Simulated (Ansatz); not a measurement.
ZrB:
```xyz
2
Lattice="0.0000 2.4558 2.4558 2.4558 0.0000 2.4558 2.4558 2.4558 0.0000" Properties=species:S:1:pos:R:3 pbc="T T T"
Zr     0.0000     0.0000     0.0000
B      2.4558     2.4558     2.4558
```

Relaxed with r²SCAN.

**Question.** Give the Bader charges and basin volumes of the independent atoms, DFT-r²SCAN in the program Ansatz with PAW potentials.

**Answer.** 

```tsv
atom	Bader charge (e)	Bader volume (Å³)
Zr1	+1.66	13.3
B2	-1.66	16.4
```

Space group Fm-3m (rock salt). The workflow started from an entry of the Crystallography Open Database (COD). Its standing as an ambient phase is unchecked. The cell was relaxed with r²SCAN under the symmetry of its start; its stability against distortions is not shown here. No spin polarisation was allowed. The volume moved by 18 % from the start of the relaxation.

Potentials: the later of the program's two PAW sets.
